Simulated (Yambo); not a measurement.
Yambo run on BaO₂ (space group I4/mmm, No. 139). The wavefunctions come from this Quantum ESPRESSO step (PBEsol, PseudoDojo standard norm-conserving files, fully relativistic):

```
&CONTROL
  calculation = 'nscf'
  pseudo_dir = './pseudo'
  outdir = './out'
/
&SYSTEM
  ibrav = 0
  nat = 3
  ntyp = 2
  ecutwfc = 84.0
  ecutrho = 336.0
  occupations = 'fixed'
  force_symmorphic = .true.
  nbnd = 151
  noncolin = .true.
  lspinorb = .true.
/
&ELECTRONS
  conv_thr = 3.0000000000000004e-09
  diago_full_acc = .true.
  diago_thr_init = 1e-08
/
ATOMIC_SPECIES
O 15.9990 O.upf
Ba 137.3270 Ba.upf
CELL_PARAMETERS angstrom
 -1.885654514000   1.885654514000   3.375046765000
  1.885654514000  -1.885654514000   3.375046765000
  1.885654514000   1.885654514000  -3.375046765000
ATOMIC_POSITIONS crystal
O   0.391208919100   0.391208919100   0.000000000000
O   0.608791080900   0.608791080900   0.000000000000
Ba   0.000000000000  -0.000000000000   0.000000000000
K_POINTS automatic
4 4 4 0 0 0
```

Yambo input:

```
rim_cut
gw0
dyson
el_el_corr
HF_and_locXC
ppa
em1d
RandQpts= 1000000
RandGvec= 1 Ry
EXXRLvcs= 84 Ry
VXCRLvcs= 336 Ry
Chimod= "HARTREE"
% BndsRnXp
 1 | 150 |
%
NGsBlkXp= 7 Ry
% LongDrXp
 1.0 | 1.0 | 1.0 |
%
PPAPntXp= 27.2114 eV
% GbndRnge
 1 | 150 |
%
GTermKind= "BG"
DysSolver= "n"
ExtendOut
% QPkrange
 1 | 1 | 22 | 23 |
 3 | 3 | 22 | 23 |
 6 | 6 | 22 | 23 |
 8 | 8 | 22 | 23 |
 13 | 13 | 20 | 24 |
%
```

k points by index: 1 = Γ, 3 = X, 6 = N, 8 = P, 13 = Z.

Table of the .qp output:

```
#    K-point    Band    Eo [eV]    E [eV]    E-Eo [eV]    Vxc [eV]    Vnlxc [eV]    Sc|Eo [eV]    Sc|E [eV]    dSc/dw|Eo [eV]    Re(Z)    Im(Z)
#
    1    22    -1.210034    -2.341888    -1.131854    -17.61750    -23.33742    4.283997    4.588067    -7.308893    0.788268    -0.001919
    1    23    3.259394    4.074573    0.815179    -9.787963    -4.836195    -3.997782    -4.136589    -4.633027    0.854510    -0.855035E-3
    3    22    -0.276299    -1.267028    -0.990729    -19.30042    -24.98375    4.424703    4.692596    -7.356918    0.787175    -0.001351
    3    23    4.838228    6.888847    2.050619    -20.17766    -12.57542    -4.964577    -5.551616    -7.790334    0.777425    0.002048
    6    22    -0.411040    -1.395148    -0.984108    -19.22985    -24.92962    4.449004    4.715664    -7.372291    0.786825    -0.001383
    6    23    3.135579    4.553016    1.417437    -15.83536    -9.995576    -4.107246    -4.422348    -6.048773    0.818136    -0.001074
    8    22    -1.277589    -2.386743    -1.109154    -17.27067    -22.82769    4.152482    4.447864    -7.245536    0.789718    -0.001724
    8    23    3.535184    5.229817    1.694633    -17.71915    -11.29447    -4.319361    -4.730050    -6.594148    0.804937    -0.001173
    13    20    -0.026499    -0.966629    -0.940130    -19.94789    -25.67354    4.528931    4.785523    -7.425777    0.785610    -0.001346
    13    21    0.000000    -0.937392    -0.937392    -19.93905    -25.63697    4.504973    4.760523    -7.417227    0.785804    -0.001344
    13    22    0.000000    -0.937392    -0.937392    -19.93905    -25.63697    4.504973    4.760523    -7.417227    0.785804    -0.001344
    13    23    2.057889    2.768066    0.710177    -9.222810    -4.587954    -3.807710    -3.924678    -4.481300    0.858601    -0.829327E-3
    13    24    2.057889    2.768066    0.710177    -9.222810    -4.587954    -3.807710    -3.924678    -4.481300    0.858601    -0.829327E-3
```
(The two width columns are left out.) Convergence of these settings isn't established.

Geometry relaxed with PBEsol.
